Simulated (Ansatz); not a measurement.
A geometry of Al away from equilibrium: the start of the relaxation of a relaxed Al cell displaced along its unstable phonon at q = (½, 0, 0) of its primitive reciprocal cell (89i cm⁻¹), largest move 0.15 Å. Method: r2SCAN (plane waves to 500 eV, PAW, scalar-relativistic; Ansatz, a program for electronic structure). Γ-centred k-mesh 4×8×12 on the run's cell (coarser than for final values), Fermi–Dirac smearing 0.05 eV.

```xyz
6
Lattice="9.0898 0.0000 0.0000 -2.2725 3.9360 0.0000 0.0000 0.0000 2.7577" Properties=species:S:1:pos:R:3 pbc="T T T"
Al     0.0000     0.0000    -0.0561
Al     4.5449     0.0000     0.0561
Al     0.0000     2.6240     1.2289
Al     4.5449     2.6240     1.5289
Al     2.2725     1.3120     1.5289
Al     6.8174     1.3120     1.2289
```

Which atoms carry the largest force, and which way does it point?

0.10 eV/Å, on Al3, Al4, Al5, Al6 (atoms numbered as listed); on Al3 its components are (0.04, 0.02, -0.09).

What is the pressure?

-0.1 GPa, compression positive.

How far above the relaxed end point is this geometry?

0.14 eV/atom; the path ends in Fm-3m (No. 225) (fcc (Cu type)).

No spin polarisation in the result.

The run could not lose the symmetry of its start.

Of the parent cell (P6/mmm (No. 191)): it is a generated cell of Al: the first start was made by placing the elements on the sites of a structure type, and the end was not matched to a known phase here, so it may be hypothetical. Known forms of Al include space group No. 225.
